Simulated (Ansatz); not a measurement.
MgO:
```yaml
crystal:
  lattice:
    - [5.50197, 0.00000, 0.00000]
    - [0.00000, 5.50197, 0.00000]
    - [0.00000, 0.00000, 3.26836]
  atoms:
    - { symbol: Mg, position: [0.32089, 0.67911, 0.00000] }
    - { symbol: Mg, position: [0.67911, 0.32089, 0.00000] }
    - { symbol: Mg, position: [0.82089, 0.82089, 0.50000] }
    - { symbol: Mg, position: [0.17911, 0.17911, 0.50000] }
    - { symbol: O, position: [0.31635, 0.31635, 0.00000] }
    - { symbol: O, position: [0.68365, 0.68365, 0.00000] }
    - { symbol: O, position: [0.18365, 0.81635, 0.50000] }
    - { symbol: O, position: [0.81635, 0.18365, 0.50000] }
```

Relaxed with r²SCAN.

Give the Bader charges and basin volumes of the independent atoms, r²SCAN in the plane-wave PAW code Ansatz.



```json
[
 {"atom": "Mg1", "Bader charge (e)": "+1.73", "Bader volume (Å³)": "5.1"},
 {"atom": "O5", "Bader charge (e)": "-1.73", "Bader volume (Å³)": "19.6"}
]
```

Space group P4_2/mnm. The start of the workflow was typed in or built on a structure type; neither database checked (COD, Materials Project) lists it. It is not the phase usual at ambient conditions (space group No. 225). The r²SCAN relaxation kept the symmetry of its start; its stability against distortions is not shown here.

Potentials: the earlier of the program's two PAW sets. The files were generated under PBE; for other functionals the program regenerates the frozen cores, and for LDA and PBEsol the local potential too.
